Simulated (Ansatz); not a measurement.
BAs:
```cif
data_AsB
_chemical_formula_sum 'B1 As1'
_space_group_name_H-M_alt 'Pm-3m'
_space_group_IT_number 221
_space_group_name_Hall '-P 4 2 3'
_cell_length_a 2.90289
_cell_length_b 2.90289
_cell_length_c 2.90289
_cell_angle_alpha 90.000
_cell_angle_beta 90.000
_cell_angle_gamma 90.000
loop_
_atom_site_label
_atom_site_type_symbol
_atom_site_symmetry_multiplicity
_atom_site_Wyckoff_symbol
_atom_site_fract_x
_atom_site_fract_y
_atom_site_fract_z
_atom_site_occupancy
B1 B 1 a 0.00000 0.00000 0.00000 1
As1 As 1 b 0.50000 0.50000 0.50000 1
```

Relaxed with PBEsol in the plane-wave PAW code Ansatz. Indices refer to the conventional cell of Pm-3m, a = b = c = 2.9029 Å, α = β = γ = 90.00°.

Q: Simulate the powder diffraction pattern (Cu Kα, λ = 1.54184 Å; lines above 1 %) up to 2θ = 90°.

A: Simulated powder pattern, Cu Kα, λ = 1.54184 Å (kinematic, ideal powder, no thermal factors, no anomalous dispersion; the 30 strongest lines at most, above 1 %, up to 2θ = 90°):

```csv
2θ (°),d (Å),I/Imax (%),hkl
30.80,2.903,90,(100)
44.12,2.053,100,(110)
54.77,1.676,24,(111)
64.16,1.451,16,(200)
72.86,1.298,31,(210)
81.16,1.185,33,(211)
```

The start of the workflow was typed in or built on a structure type; neither database checked (COD, Materials Project) lists it. It is not the phase usual at ambient conditions (space group No. 216). The cell was relaxed with PBEsol under the symmetry of its start. At this level the phase is dynamically unstable (imaginary phonons). The volume moved by 26 % from the start of the relaxation. Its formation energy is positive at this level, so the cell may be metastable or incomplete.

Potentials: the later of the program's two PAW sets.
